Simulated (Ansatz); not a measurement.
Structure: a 12-atom cell of TiSn₃O₈ built on the rutile structure (relaxed group Cmmm), at its r2SCAN minimum. Space group Cmmm (No. 65), orthorhombic; conventional cell a = 6.664 Å, b = 6.677 Å, c = 6.296 Å, 11.67 Å³ an atom. Around Sn lie 6 O at 2.04–2.08 Å; around Sn lie 6 O at 2.05–2.07 Å; around O lie 3 Sn at 2.04–2.06 Å; around O lie 1 Ti at 1.98 Å and 2 Sn at 2.07–2.08 Å; around Ti lie 6 O at 1.98 Å; around O lie 1 Ti at 1.98 Å and 2 Sn at 2.05 Å.

The questions ask for values computed with Ansatz on this geometry. Non-magnetic throughout. Whether this structure exists isn't addressed.

(1) What gap does PBE give, and where are the band edges?

(2) How does the gap change from PBE to PBE+SOC (6×6×4)?

(3) What does r2SCAN give for the gap (6×6×4 mesh)?

(4) How strongly does the crystal screen a field with clamped ions (r2SCAN)?

(5) Relaxed again with PBEsol, is the cell stable at the zone centre, and where do its optical modes lie?

(6) What do these levels agree on?

Answers

(1) The PBE gap is indirect, 1.91 eV (Γ to Y), below the direct gap of 2.15 eV at Γ.

(2) PBE+SOC gives an indirect gap of 1.91 eV, from Γ to Y; the least direct gap is 2.15 eV at Γ. The gap differs by 0.00 eV from PBE's.

(3) The r2SCAN gap is indirect, 2.40 eV (Γ to Y), below the direct gap of 2.65 eV at Γ. The gap differs by +0.49 eV from PBE's.

(4) The clamped-ion dielectric constant comes out as 4.63, 4.32 and 5.02 along x, y and z. Born charges, averaged over directions: Sn +4.31 to +4.57, O -2.47 to -2.24, Ti +5.81 e. The program notes that the ground state's band table doesn't vouch for all the bands that the response reads.

(5) The zone-centre optical frequencies run from 114 to 744 cm⁻¹, none imaginary (the rest of the zone wasn't tested). The long-range field leaves the highest mode where it is. The program warns that the force constants, and all that is formed from them, aren't settled on this k mesh.

(6) Spin-orbit coupling moves the least or the direct gap by up to 0.01 eV, so it can be left out where a tenth of an eV counts. Among these functionals the gap stays indirect.

Only the levels marked +SOC include spin-orbit coupling.

Set aside, since their points miss a band edge that the other levels read or their mesh is too coarse: HSE06, PBE0.
